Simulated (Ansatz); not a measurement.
TaGeO in space group P4/nmm (No. 129; Ta on 2c, Ge on 2a, O on 2c) at seven volumes, DFT-PBEsol in the program Ansatz with PAW potentials, shape and atoms relaxed at each. One row is withheld.

```tsv
V (Å³/atom)	P (GPa)
11.922	20.38
12.315	12.36
12.708	5.57
13.101	0.00
13.494	-4.68
13.887	-8.54
14.280	?
```

Task: Fit the shown pressures and predict the withheld one.

Result: Third-order Birch–Murnaghan: P = (3/2)B₀(x^(7/2) − x^(5/2))[1 + (3/4)(B′ − 4)(x − 1)] with x = (V₀/V)^(2/3). Least squares on the six rows gives V₀ = 13.101 Å³/atom, B₀ = 170.1 GPa, B′ = 5.09. At V = 14.280, x = 0.9442 and P = -11.78 GPa. The run itself gave -11.61 GPa.

The start of the workflow was typed in or built on a structure type; neither database checked (COD, Materials Project) lists it. Whether it is the stable phase at ambient conditions was not checked. The PBEsol relaxation kept the symmetry of its start. At this level the phase is dynamically unstable (imaginary phonons). No spin polarisation was allowed. The volume moved by -20 % from the start of the relaxation. Spin–orbit coupling is left out wherever it is not named.

Potentials: the earlier of the program's two PAW sets. The files were generated under PBE; for other functionals the program regenerates the frozen cores, and for LDA and PBEsol the local potential too.
